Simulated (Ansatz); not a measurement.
An Ansatz input:

```yaml
crystal:
  lattice:
    - [2.7012217525, 0.0, 0.0]
    - [-1.3506108762, 2.339326659, 0.0]
    - [0.0, 0.0, 4.3580191438]
  atoms:
    - { symbol: Rh, position: [0.3333333333, 0.6666666667, 0.25], spin: 1.0 }
    - { symbol: Rh, position: [0.6666666667, 0.3333333333, 0.75], spin: 1.0 }
hamiltonian:
  xc: mr2scan
  pseudopotentials:
    kind: paw
    azcp:
      Rh: "pseudopotentials/Rh.paw.azcp"
basis:
  ecutwfc: 500
  fft_grid_basis: typed
kpoints:
  mp_grid: { grid: [22, 22, 12], shift: [0, 0, 0] }
magnetization:
  spin_polarized: true
scf:
  occupations: { method: fermi_dirac, width: 0.05 }
```

Terminal output

```
Engine: ansatz 0.2.0, aarch64-unknown-linux-gnu
Pseudopotentials: kind: paw
Pseudopotential: Rh, paw, valence charge 17, recommended cutoff 500 eV (meta_gga) 
Functional definition: m-r2SCAN
  exchange = m_r2scan_x
  correlation = m_r2scan_c
Crystal: 2 atoms, lattice volume = 27.538 Å³
Basis set: ecut = 500 eV, 699 PW (Γ), exchange–correlation on 80×80×128 points (64 copies of the dense FFT grid, shifted against one another)
Bands: 22, of which v1, the nominal top of the filled ones, is band 17 counted from 1 (16 counted from 0)
Symmetry: 24 space group operations
Space group: P63/mmc (ITA 194), of the structure as read, at distance tolerance 3.0e-5 Å
Magnetic group: BNS 194.263 (UNI 1493), of the structure as read, at distance tolerance 3.0e-5 Å
k-points: 364 of 5808
Non-local potential: Rh, projectors of the file, l = 0: 3, l = 1: 2, l = 2: 2, l = 3: 1
PAW form: soft (Blöchl's): semilocal exchange-correlation on the pseudo side does not see the compensation charge
PAW frozen core: Rh, regenerated for the run's functional (the file was generated under x = pbe(κ = 0.804, μ = 0.2195149727645171), c = pbe(β = 0.06672455060314922))
PAW one-centre angular grid: Rh, 590 points (default); XC on 160 Gauss nodes
Initial density: superposition of atomic densities (chi_scale 0.1, normalization cell)
Starting moments: Σ|m| = 2 μB on 2 of 2 sites
Initial wavefunctions: pseudopotential atomic-orbital guess
Functional: x = mr2scan, c = mr2scan; τ floored in thin density (d = 2e-4 eV/Å³)
SCF iter   1: F=—  HF=-12831.325947 eV  |F-HF|=—  |Δ(HF+E_count)|=         —  Δρ=5.65e-2 (↑5.65e-2 ↓4.36e-2)  dr2=2.50e0  dr2_τ=1.95e-2  dr2_m=4.42e-2  M=1.386 μB ∫|m|=1.386 μB  β_m=0.98  ethr=3.10e-3  ⟨swp⟩=4.9  Hψ=63587  notcnv=0
Mixer restart at iter 1: flushing history
SCF iter   2: F=—  HF=-12830.519782 eV  |F-HF|=—  |Δ(HF+E_count)|=   8.06e-1  Δρ=3.10e-2 (↑3.10e-2 ↓2.89e-2)  dr2=9.43e-1  dr2_τ=9.94e-3  dr2_m=2.96e-3  M=1.225 μB ∫|m|=1.245 μB  β_m=0.45  ethr=3.10e-3  ⟨swp⟩=2.3  Hψ=27410  notcnv=0  defer=10  κ⁻¹=1.0e0(r=1)
SCF iter   3: F=—  HF=-12830.316878 eV  |F-HF|=—  |Δ(HF+E_count)|=   2.03e-1  Δρ=9.12e-3 (↑9.12e-3 ↓8.54e-3)  dr2=4.66e-2  dr2_τ=9.09e-4  dr2_m=3.07e-3  M=0.955 μB ∫|m|=1.049 μB  β_m=0.98  ethr=2.77e-3  ⟨swp⟩=2.4  Hψ=27170  notcnv=0  defer=10  κ⁻¹=3.8e-2(r=2)
SCF iter   4: F=—  HF=-12830.686391 eV  |F-HF|=—  |Δ(HF+E_count)|=         —  Δρ=4.22e-2 (↑4.15e-2 ↓4.22e-2)  dr2=9.95e-3  dr2_τ=3.80e-2  dr2_m=4.36e-1  M=-0.180 μB ∫|m|=0.180 μB  β_m=1.00  ethr=1.37e-4  ⟨swp⟩=2.5  Hψ=31297  notcnv=0  defer=10
Mixer restart at iter 4: flushing history
SCF iter   5: F=—  HF=-12830.467483 eV  |F-HF|=—  |Δ(HF+E_count)|=   2.19e-1  Δρ=4.41e-3 (↑4.41e-3 ↓4.16e-3)  dr2=4.58e-5  dr2_τ=4.74e-4  dr2_m=4.61e-3  M=-0.032 μB ∫|m|=0.032 μB  β_m=0.36  ethr=1.47e-4  ⟨swp⟩=2.1  Hψ=30076  notcnv=0  defer=10
SCF iter   6: F=—  HF=-12830.466991 eV  |F-HF|=—  |Δ(HF+E_count)|=   4.91e-4  Δρ=2.86e-3 (↑2.86e-3 ↓2.78e-3)  dr2=1.50e-5  dr2_τ=1.33e-5  dr2_m=2.00e-3  M=-0.029 μB ∫|m|=0.029 μB  β_m=0.52  ethr=1.35e-7  ⟨swp⟩=2.3  Hψ=28191  notcnv=0  defer=10  κ⁻¹=1.0e0(r=1)
...
SCF iter  14: F=—  HF=-12830.466920 eV  |F-HF|=—  |Δ(HF+E_count)|=   3.02e-8  Δρ=4.73e-6 (↑4.52e-6 ↓4.73e-6)  dr2=4.01e-11  dr2_τ=4.92e-10  dr2_m=5.36e-9  M=-0.000 μB ∫|m|=0.000 μB  β_m=1.00  ethr=5.49e-12  ⟨swp⟩=2.0  Hψ=28478  notcnv=0  defer=10  κ⁻¹=9.3e-8(r=8)
SCF iter  15: F=—  HF=-12830.466920 eV  |F-HF|=—  |Δ(HF+E_count)|=   7.73e-9  Δρ=2.78e-6 (↑2.50e-6 ↓2.78e-6)  dr2=4.94e-11  dr2_τ=1.61e-10  dr2_m=1.73e-9  M=-0.000 μB ∫|m|=0.000 μB  β_m=1.00  ethr=1.00e-12  ⟨swp⟩=2.0  Hψ=28508  notcnv=0  defer=10  κ⁻¹=8.4e-9(r=8)
SCF iter  16: F=—  HF=-12830.466920 eV  |F-HF|=—  |Δ(HF+E_count)|=   2.43e-9  Δρ=8.52e-7 (↑7.67e-7 ↓8.52e-7)  dr2=1.10e-11  dr2_τ=1.59e-11  dr2_m=1.54e-10  M=-0.000 μB ∫|m|=0.000 μB  β_m=1.00  ethr=1.00e-12  ⟨swp⟩=2.0  Hψ=28501  notcnv=0  defer=10  κ⁻¹=1.6e-6(r=8)
SCF iter  17: F=-12830.466920 eV  HF=-12830.466920 eV  |F-HF|=6.00e-11  |Δ(HF+E_count)|=  5.00e-10  Δρ=4.11e-7 (↑4.11e-7 ↓3.11e-7)  dr2=4.62e-12  dr2_τ=3.01e-12  dr2_m=3.15e-11  M=0.000 μB ∫|m|=0.000 μB  ethr=1.00e-12  ⟨swp⟩=1.0  Hψ=41503  notcnv=0
SCF 1 converged in 17 iterations: F = -12830.466920 eV  dr2 = 4.62e-12
WARN: the starting moments were not kept: the SCF closed with an absolute magnetisation of 9.1e-6 μB, where they sum to 2 μB in size (2 sites). That is at most 0.1 of that sum. Measured as dr2_m measures the in/out step, that magnetisation stands 2.5e-11 eV from none, at or under the dr2_threshold of 1.0e-7 eV: it is no larger than a step whose dr2_m would equal this threshold. The system may hold no moment; this SCF shows only that its start led to no more than that. To try another start: raise the starting moments (crystal.atoms[].spin, magnetization.per_species, magnetization.initial_magnetization, or on a non-collinear deck that types none of these the spinor_matrix: blocks that start its atoms; where the total moment is fixed, keep their sum and leave initial_magnetization as it is; typed ones take the place of any that the run laid by itself, positive ones on a crystal's lanthanoids without a Hubbard term where scf.initial_density.shell_occupations: [] is typed) or, if the notice of its spin-set hold's release reads "site moments contracting" or "site moments show no strong build", lengthen the hold (scf.mixing.spin_hold: { on: { confirm: 4 } }; for m-r²SCAN on two components see the key's manual first). Each may lead to a state that holds a moment. A second SCF, from the converged charge density, with the starting moments and any scf.initial_density.shell_occupations laid on it anew, would have followed, and was not run: the deck does not ask for one (magnetization.retry_lost_moments is false, the default). To let it run, set magnetization.retry_lost_moments: true and run the deck again, where that key's refused combinations let it; where memory then withholds it, that run's warning says so.
this state was not tested for a lower state beside it, because the mixer in use, unlike msr1, does not test its closes by its own steps (another_mixer; see scf.mixing.algorithm and scf.lower_state_search)
SCF converged after 17 iterations
Magnetization: 0.0000 μB (17.0000 up, 17.0000 down)
Absolute magnetization: 0.0000 μB (∫|ρ↑−ρ↓|, with the PAW one-centre terms)
Spin contamination: 0.0000 ħ² per cell (⟨S²⟩ above its minimum at these occupations)
Per-site moments (μB) at R_I (Å): [(4.413859257478032e-6, 1.1053370171298247), (4.413859257525396e-6, 1.1053370171298247)]
Free energy (F): -12830.466920 eV
Harris-Foulkes:  -12830.466920 eV  (|F-HF|=6.00e-11)
Internal energy: -12830.441376 eV  (E = F + TS)
E sigma→0 (E₀):  -12830.454148 eV
Entropy (-TS):   -0.025544 eV (-12.772 meV/atom)
Fermi energy:    22.273024 eV
--- Per-component energies (eV) ---
  E_band       = -205.512467
  E_kinetic    = 1146.470624
  E_local      = -3133.524490  (includes V_loc(G=0)·N_el)
  E_nonlocal   = 710.945531
  E_hartree    = 1102.926673
  E_xc         = -433.559078
  E_vxc        = -628.200819  (∫ρ·V_xc dr)
  E_paw        = -7208.502727  (= ΣΔE_a)
  E_vpaw       = -549.572696  (= ΣTr[D̂ρ^β])
  E_aug_tail   = 0.001309  (compensation charges beyond the density's cutoff)
  E_vtau       = 42.514607  (kinetic-family band-sum trace: ∫τ·v_τ [+ j·A + Jᵃ·Aᵃ] dr)
  E_ewald      = -5014.459298
  E_core_change = -0.739919  (= ΣΔE_core)
  E_smearing   = -0.025544  (= −TS)
  E_closure    = 0.000000  (closes the sum)
  Σ components = -12830.466920   (vs F -12830.466920, Δ=0.00e0)
```
